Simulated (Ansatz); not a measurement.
Relaxed RbCaH$_{3}$ (cubic perovskite):

```
CELL_PARAMETERS angstrom
      8.79667     0.00000     0.00000
      4.39833     4.39833     0.00000
      4.39833     0.00000     4.39833
ATOMIC_POSITIONS crystal
  Rb 0.00000 0.00000 0.00000
  Rb 0.50000 0.00000 0.00000
  Ca 0.75000 0.50000 0.50000
  Ca 0.25000 0.50000 0.50000
  H  0.00000 0.00000 0.50000
  H  0.50000 0.00000 0.50000
  H  0.50000 0.50000 0.50000
  H  0.00000 0.50000 0.50000
  H  0.00000 0.50000 0.00000
  H  0.50000 0.50000 0.00000
```

The atoms are displaced by Q × the pattern below (from a DFPT mode at R = (0.5, 0.5, 0.5), largest move 1; Q in Å), at fixed cell. It is one choice among 2 degenerate patterns. (q is in reciprocal vectors of the primitive cell; the cell shown is doubled to hold the pattern.)

```json
[
 {"atom": "H5", "x": "0.000", "y": "0.646", "z": "0.000"},
 {"atom": "H6", "x": "0.000", "y": "-0.646", "z": "0.000"},
 {"atom": "H7", "x": "0.354", "y": "0.000", "z": "0.000"},
 {"atom": "H8", "x": "-0.354", "y": "0.000", "z": "0.000"},
 {"atom": "H9", "x": "0.000", "y": "0.000", "z": "-1.000"},
 {"atom": "H10", "x": "0.000", "y": "0.000", "z": "1.000"}
]
```

Atoms not listed stay in place.

Method: LDA (plane waves to 420 eV, PAW, scalar-relativistic; Ansatz, a quantum-chemistry and plane-wave program). k mesh 8×8×8 (Γ-centred), Fermi-Dirac smearing 0.05 eV. Energies are smeared free energies. RbCaH3 was relaxed with its symmetry unable to fall. ΔE is measured from the undisplaced structure.

The scan covers Q from -0.280 to 0.280 Å in 13 points.

Task: Which space group does the distorted structure have?

Result: Fmmm (No. 69), lowered from Pm-3m.

Task: What is the energy change at Q = 0.280 Å?

Result: 710 meV/cell.

Task: What harmonic wavenumber does the curvature at Q = 0 give?

Result: 1222 cm⁻¹.

(A displaced cell: forces are minus the slopes of the energy, force constants its curvatures, and phonons follow from these.)
